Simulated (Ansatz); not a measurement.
# Relaxing a structure of Fe

The start is a relaxed Fe cell, doubled along one cell vector, shaken by Gaussian noise of σ = 0.08 Å a coordinate. The cell and all atomic positions are relaxed at zero pressure with r2SCAN (plane waves to 500 eV, PAW, scalar-relativistic; Ansatz, an electronic-structure program). The first steps use a coarse 16×16×8 k-mesh.

Input geometry:
```
CELL_PARAMETERS angstrom
     -1.43226     1.43226     1.43226
      1.43226    -1.43226     1.43226
      2.86451     2.86451    -2.86451
ATOMIC_POSITIONS crystal
  Fe 0.02391 0.95682 0.99490
  Fe 0.02315 0.05313 0.52024
```
Spin-polarised start, with parallel moments on Fe.

Question: Which atoms feel the largest initial force, and how large is it?

Answer: 1.12 eV/Å, on Fe1, Fe2 (atoms numbered as listed).

Question: How much energy is released per atom?

Answer: 0.05 eV/atom.

Question: Does it find its way back to the structure it was made from?

Answer: The parent structure is recovered, Im-3m (No. 229).

Question: How do the shortest distances between atoms change?

Answer: The closest pairs of elements (up to four, under 3.6 Å), start → end: Fe–Fe 2.37 → 2.48 Å.

Question: Is the relaxed structure metallic? Give its gap.

Answer: No gap (metallic).

Question: What magnetic moments remain?

Answer: Net 2.64 μB/atom, ferromagnetic.

Relaxed structure:

```cif
data_Fe2
_chemical_formula_sum 'Fe2'
_space_group_name_H-M_alt 'Im-3m'
_space_group_IT_number 229
_space_group_name_Hall '-I 4 2 3'
_cell_length_a 2.86451
_cell_length_b 2.86451
_cell_length_c 2.86451
_cell_angle_alpha 90.000
_cell_angle_beta 90.000
_cell_angle_gamma 90.000
loop_
_atom_site_label
_atom_site_type_symbol
_atom_site_symmetry_multiplicity
_atom_site_Wyckoff_symbol
_atom_site_fract_x
_atom_site_fract_y
_atom_site_fract_z
_atom_site_occupancy
Fe1 Fe 2 a 0.00000 0.00000 0.00000 1
```
(The calculation used a cell of 1 atom; values per cell refer to that cell.)

Final values are on a 23×23×23 k-mesh of the relaxed cell. Spin state reached: ferromagnetic (net 2.64 μB/atom), from parallel starting moments; other spin orders were not run from this start. r2SCAN tends to overstate moments in metals.

The run could not lose the symmetry of its start.
